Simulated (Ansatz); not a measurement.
GaN:
```
GaN
1.0
    0.00000     2.09054     2.09054
    2.09054     0.00000     2.09054
    2.09054     2.09054     0.00000
Ga N
1 1
Cartesian
  0.00000   0.00000   0.00000
  2.09054   2.09054   2.09054
```

Relaxed with LDA.

Question: Give the optical modes at the zone centre with their infrared and Raman activity from DFPT, plane-wave PAW LDA (Ansatz code).

Answer: Transverse frequencies, without the LO–TO term; a row sums one degenerate level.

```csv
ω (cm⁻¹),degeneracy,IR ((D/Å)²/amu),Raman (Å⁴/amu),activity,symmetry
257,3,74.60,0,IR,T1u
```

Question: How high does the top mode go among those that the LO–TO term moves?

Answer: 657 cm⁻¹ for q along x.

Space group Fm-3m (rock salt). This is a known high-pressure phase of the composition, computed here at zero pressure and temperature. Symmetry was held in the LDA relaxation; phonons on a q-mesh show no instability.

Potentials: the earlier of the program's two PAW sets.
